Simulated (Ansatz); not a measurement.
# Two-dimensional InSe, first-principles data

InSe:
```yaml
crystal:
  lattice:
    - [1.98310, -5.47964, 0.00000]
    - [1.98310, 5.47964, 0.00000]
    - [0.00000, 0.00000, 33.00000]
  atoms:
    - { symbol: In, position: [0.12108, 0.87892, 0.49042] }
    - { symbol: Se, position: [0.71680, 0.28320, 0.44931] }
    - { symbol: In, position: [0.87892, 0.12108, 0.50958] }
    - { symbol: Se, position: [0.28320, 0.71680, 0.55069] }
```
The layer is periodic in x and y and isolated along z.

Method: DFT-LDA in the program Ansatz with PAW potentials. Lattice and atoms are relaxed at this level; other levels are named.

### Structure

```json
{
 "In-plane lattice": "a = 5.827 Å, b = 5.827 Å, γ = 140.2°",
 "distance_between_the_outermost_nuclei": "3.35 Å"
}
```

### Electronic structure

```json
{
  "band_gap": "1.65 eV (indirect)",
  "valence_band_maximum": "at Y",
  "conduction_band_minimum": "at Γ",
  "Ionisation potential (Kohn–Sham)": "5.60 eV",
  "Electron affinity (Kohn–Sham)": "3.95 eV",
  "Electron effective mass, in the valley at Γ": "0.22 along x, 0.44 along y (mₑ)"
}
```

Space group C2/m. The layer was cut from a bulk entry of the Materials Project (measured or hypothetical); whether that bulk phase is the ambient one, and whether the layer has been isolated, was not checked. The cell was relaxed with LDA under the symmetry of its start; its stability against distortions is not shown here. Scalar-relativistic: spin–orbit coupling is off unless named, which matters more the heavier the elements.

Potentials: the later of the program's two PAW sets.
